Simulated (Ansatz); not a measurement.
ZrB$_{2}$ (AlB2 type, space group P6/mmm)

```
ZrB2
1.0
    3.16770     0.00000     0.00000
   -1.58385     2.74331     0.00000
    0.00000     0.00000     3.55026
Zr B
1 2
Cartesian
  0.00000   0.00000   0.00000
  0.00000   1.82887   1.77513
  1.58385   0.91444   1.77513
```

The slice is a (1 -1 0 0) plane (indices of the conventional cell) through the point (0.667, 0.333, 0.500) (fractional), spanned by u = [110] and v = [001] in vectors of this cell: u (3.17 Å) and v (3.55 Å, at 90° to u). It covers one period; positions are fractions (u, v).

Method: r2SCAN (plane waves to 500 eV, PAW, scalar-relativistic; Ansatz, a quantum-chemistry and plane-wave program). k mesh 17×17×13. These are valence fields of a PAW run, semicore shells included where kept as valence: close to a nucleus they are smooth pseudo fields. ZrB2 is run without spin polarisation. ZrB2 was relaxed with its symmetry unable to fall.

Three fields on this plane, each scaled to ten steps between its own extremes (0 low, 9 high; the total valence density on a logarithmic scale, the potential cut 8 eV below its top; x marks points blanked near nuclei; v = 0 in the bottom row):

Map A
```
|xxxxxx9987667899xxxxx|
|xxxxx998876678899xxxx|
|xxxxx988765567889xxxx|
|xxxx88765444456788xxx|
|xxx8876432222346788xx|
|998875321000012357889|
|888653100000000135688|
|776531000000000013567|
|665310000122100001356|
|554200002344320000245|
|443100013455431000134|
|443100013566531000134|
|443100013455431000134|
|554200002344320000245|
|665310000122100001356|
|776531000000000013567|
|888653100000000135688|
|998875321000012357889|
|xxx8876432222346788xx|
|xxxx88765444456788xxx|
|xxxxx988765567889xxxx|
|xxxxx998876678899xxxx|
|xxxxxx9987667899xxxxx|
|xxxxxx9987667899xxxxx|
```

Map B
```
|xxxxxx6554444556xxxxx|
|xxxxx765444444567xxxx|
|xxxxx654443344456xxxx|
|xxxx65443333334456xxx|
|xxx5443332222333445xx|
|554433222222222233445|
|333322223333332222333|
|222111223455432211122|
|111111235666653211111|
|000001246788764210000|
|000001357899875310000|
|000001357999975310000|
|000001357899875310000|
|000001246788764210000|
|111111235666653211111|
|222111223455432211122|
|333322223333332222333|
|554433222222222233445|
|xxx5443332222333445xx|
|xxxx65443333334456xxx|
|xxxxx654443344456xxxx|
|xxxxx765444444567xxxx|
|xxxxxx6554444556xxxxx|
|xxxxxx6655445566xxxxx|
```

Map C
```
|xxxxxx4665555664xxxxx|
|xxxxx156665566651xxxx|
|xxxxx467666666764xxxx|
|xxxx35776655667753xxx|
|xxx4567765555677654xx|
|555677665433456677655|
|778877543111134577887|
|999876420000002467899|
|999875200000000257899|
|999864100000000146899|
|998753000000000035789|
|998753000000000035789|
|998753000000000035789|
|999864100000000146899|
|999875200000000257899|
|999876420000002467899|
|778877543111134577887|
|555677665433456677655|
|xxx4567765555677654xx|
|xxxx35776655667753xxx|
|xxxxx467666666764xxxx|
|xxxxx156665566651xxxx|
|xxxxxx4665555664xxxxx|
|xxxxxx4565555654xxxxx|
```

Problem. Assign the maps to these fields: electron localisation function (ELF); valence electron density; electrostatic potential energy of an electron, from the cell's mean.

Solution. A is the electron localisation function (ELF); B is the valence electron density; C is the electrostatic potential energy of an electron, from the cell's mean.
